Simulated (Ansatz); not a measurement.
Values for one crystal, relaxed and computed with DFT-r²SCAN+D4 in the program Ansatz with PAW potentials; other levels are named.

| Item | Result |
|---|---|
| Volume per atom | 37.17 Å³ |
| Band gap | 2.51 eV (smallest direct gap 2.53 eV) |
| Valence-band maximum | on the Γ–Z line, 78 % of the way from Γ (k = 0.000, 0.000, 0.391) |
| Hole effective mass | 0.54, 1.8, 3.1 mₑ (principal values) |
| Formation energy from the elements (no fitted shifts) | -0.44 eV/atom |
| Conduction-band minimum | at Γ |
| Pressure derivative B′ | 7.6 |

Question: Pick the material that matches.
A. GeSb2Te4, R-3m (Ge on 3a, Sb on 6c, Te on 6c, Te on 6c)
B. BN, P6_3/mmc (B on 2c, N on 2d)
C. GaGeTe, R-3m (Ga on 6c, Ge on 6c, Te on 6c)
D. HgIBr, Cmc2_1 (Hg on 4a, I on 4a, Br on 4a)

Answer: D, HgIBr, Cmc2_1 (Hg on 4a, I on 4a, Br on 4a)

The workflow started from a Materials Project entry (that database holds measured and hypothetical structures alike); the Crystallography Open Database copy checked does not list it. Whether it is the stable phase at ambient conditions was not checked. The r²SCAN+D4 relaxation kept the symmetry of its start; whether a distortion lowers the energy is not shown. The references are the lowest solids computed at this level, not always the standard phases. Spin–orbit coupling is left out wherever it is not named.

Potentials: the later of the program's two PAW sets.
